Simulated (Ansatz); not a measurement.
Space group Im-3m (No. 229). a = 3.189 Å, b = 3.189 Å, c = 3.189 Å, α = 90.00°, β = 90.00°, γ = 90.00°
```tsv
atom	site	symmetry	x	y	z
Al	2a	m-3m	0.0000	0.0000	0.0000
```

Equation of state of this Al structure (not necessarily the ground state), with shape and atoms relaxed at each volume where symmetry leaves them free. It has no gap at any of these volumes. Level of theory: Ansatz, DFT r2SCAN, scalar-relativistic, plane waves, PAW.

Cutoff 500 eV; k points 18×18×18 on the computed 1-atom cell (Γ-centred); Gaussian smearing, width 0.10 eV; no spin polarisation.

| V (Å³/atom) | E − E(largest V) (meV/atom) | P (GPa) |
| --- | --- | --- |
| 14.266 | 39.82 | 13.81 |
| 14.753 | 4.72 | 9.46 |
| 15.239 | -18.15 | 5.76 |
| 15.725 | -30.67 | 2.63 |
| 16.212 | -34.48 | -0.02 |
| 16.698 | -30.97 | -2.26 |
| 17.184 | -21.24 | -4.18 |
| 17.833 | 0.00 | -6.33 |

Fit a third-order Birch–Murnaghan equation to E(V).

V0 = 16.21 Å³/atom, B0 = 81 GPa, B0' = 4.5.

This bcc form isn't the element's structure at ambient conditions.